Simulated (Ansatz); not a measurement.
Sb in space group I4_132 (No. 214; Sb on 8a) under volume change, the program Ansatz at the r²SCAN level (PAW), scaled uniformly.

```csv
V (Å³/atom),E − E(relaxed) (meV/atom),P (GPa)
58.464,40.2,2.43
60.391,16.8,1.48
62.318,4.0,0.68
64.246,0.0,0.00
66.173,3.6,-0.59
68.100,13.7,-1.06
70.028,28.9,-1.47
```

Q: What does a third-order Birch–Murnaghan fit give for V₀, B₀ and B′?

A: V₀ = 64.23 Å³/atom, B₀ = 20.8 GPa, B′ = 4.6.

The start of the workflow was typed in or built on a structure type; neither database checked (COD, Materials Project) lists it. It is not the phase usual at ambient conditions (space group No. 166). The cell was relaxed with r²SCAN under the symmetry of its start; its stability against distortions is not shown here. The volume moved by 66 % from the start of the relaxation. Spin–orbit coupling is left out wherever it is not named.

Potentials: the earlier of the program's two PAW sets.
